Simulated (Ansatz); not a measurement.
GaFe$_{3}$:
```yaml
crystal:
  lattice:
    - [3.64113, 0.00000, 0.00000]
    - [0.00000, 3.64113, 0.00000]
    - [0.00000, 0.00000, 3.64113]
  atoms:
    - { symbol: Fe, position: [0.00000, 0.50000, 0.50000] }
    - { symbol: Fe, position: [0.50000, 0.00000, 0.50000] }
    - { symbol: Fe, position: [0.50000, 0.50000, 0.00000] }
    - { symbol: Ga, position: [0.00000, 0.00000, 0.00000] }
```
The run is spin-polarised; directions of the spins, atom by atom: ↑ ↑ ↑ ↓.

Relaxed with r²SCAN.

### Question
Give the Bader charges and basin volumes of the independent atoms, r²SCAN in the plane-wave PAW code Ansatz.

### Answer


```
atom  Bader charge (e)  Bader volume (Å³)
----  ----------------  -----------------
Fe1              +0.03               11.8
Ga4              -0.10               13.0
```

Space group Pm-3m (Cu3Au type). The workflow started from an entry of the Crystallography Open Database (COD). Its standing as an ambient phase is unchecked. Symmetry was held in the r²SCAN relaxation; its stability against distortions is not shown here. Magnetic state: ferromagnetic, the only order run, not a proven ground state. Other orbital occupations within this spin state were not tried.

Potentials: the later of the program's two PAW sets.
